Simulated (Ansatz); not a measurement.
BaTiO3:
```
CELL_PARAMETERS angstrom
      3.95535     0.00000     0.00000
      0.00000     3.95535     0.00000
      0.00000     0.00000     4.04455
ATOMIC_POSITIONS crystal
  Ti 0.50000 0.50000 0.44701
  Ba 0.00000 0.00000 0.93175
  O  0.50000 0.50000 0.90192
  O  0.50000 0.00000 0.41266
  O  0.00000 0.50000 0.41266
```

Relaxed with PBEsol. Special points in fractions of this cell's reciprocal vectors: Γ (0.000, 0.000, 0.000); X (0.000, 0.500, 0.000); M (0.500, 0.500, 0.000); Z (0.000, 0.000, 0.500); R (0.000, 0.500, 0.500); A (0.500, 0.500, 0.500).

### Question
List the band energies nearest the valence-band maximum at these points for the program Ansatz at the PBEsol level (PAW).

### Answer
In eV from the valence-band maximum; about four levels below and three above (degenerate sets whole), none deeper than 8.9 eV; points with the same levels are listed once.

```
k                                below           above
-  -----------------------------------  --------------
Γ              -1.29 -0.46 -0.37 -0.37  1.85 2.23 2.23
X              -1.94 -1.75 -1.16 -0.98  2.33 3.66 3.72
M              -1.83 -0.99 -0.99 -0.04  3.76 3.76 4.14
Z  -2.05 -2.05 -2.04 -2.01 -0.69 -0.69  1.98 3.67 3.67
R              -1.75 -0.97 -0.93 -0.27  3.70 3.70 4.05
A         -2.44 -2.44 -0.22 -0.22 0.00  4.32 4.32 4.37
```

Space group P4mm. Symmetry was held in the PBEsol relaxation. The run is not spin-polarised. Spin–orbit coupling is left out wherever it is not named.

Potentials: the later of the program's two PAW sets.
